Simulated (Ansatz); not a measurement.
RbCl (rock salt), relaxed and computed with several functionals in Ansatz (plane waves, PAW).

```json
[
 {"functional": "HSE06", "a (Å)": "6.659", "gap (eV)": "6.18", "B₀ by P(V) fit (GPa)": "15.0"},
 {"functional": "PBE", "a (Å)": "6.699", "gap (eV)": "4.83", "B₀ by P(V) fit (GPa)": "14.2"},
 {"functional": "LDA", "a (Å)": "6.378", "gap (eV)": "4.85", "B₀ by P(V) fit (GPa)": "21.8"}
]
```

All cells were relaxed under the symmetry of their starts (and spin orders); stability against distortions was not tested throughout. Scalar-relativistic: spin–orbit coupling is off unless named, which matters more the heavier the elements.

Potentials: the later of the program's two PAW sets.

Ansatz (a first-principles code) is a plane-wave DFT program.
